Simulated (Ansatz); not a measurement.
TiSb2:
Space group I4/mcm (No. 140); a = b = 6.696 Å, c = 5.802 Å, α = β = γ = 90.00°

```tsv
atom	site	symmetry	x	y	z
Sb	8h	m.2m	0.3483	0.1517	0.0000
Ti	4a	422	0.0000	0.0000	0.2500
```
(The calculation used a cell of 6 atoms; values per cell refer to that cell.)

Relaxed at zero pressure with plane-wave PAW r²SCAN (Ansatz code).

### Question
The volume is raised by 6 % and shape and atoms relax at that volume. What pressure results, and how do the axes share the change?

### Answer
-4.8 GPa; a 1.6 %, b 1.6 %, c 2.7 %; the energy rises by 20 meV/atom.

### Question
Give the new structure.

### Answer

Space group I4/mcm (No. 140); a = 6.804 Å, b = 6.804 Å, c = 5.957 Å, α = 90.00°, β = 90.00°, γ = 90.00°

```
atom  site  symmetry       x       y       z
----  ----  --------  ------  ------  ------
Sb      8h      m.2m  0.3487  0.1513  0.0000
Ti      4a       422  0.0000  0.0000  0.2500
```

The phase is kept; no other phase was compared at this pressure.

The workflow started from an entry of the Crystallography Open Database (COD, 293 K). Whether it is the stable phase at ambient conditions was not checked. Symmetry was held in the r²SCAN relaxation; its stability against distortions is not shown here. No spin polarisation was allowed. Scalar-relativistic: spin–orbit coupling is off unless named, which matters more the heavier the elements.

Potentials: the later of the program's two PAW sets.
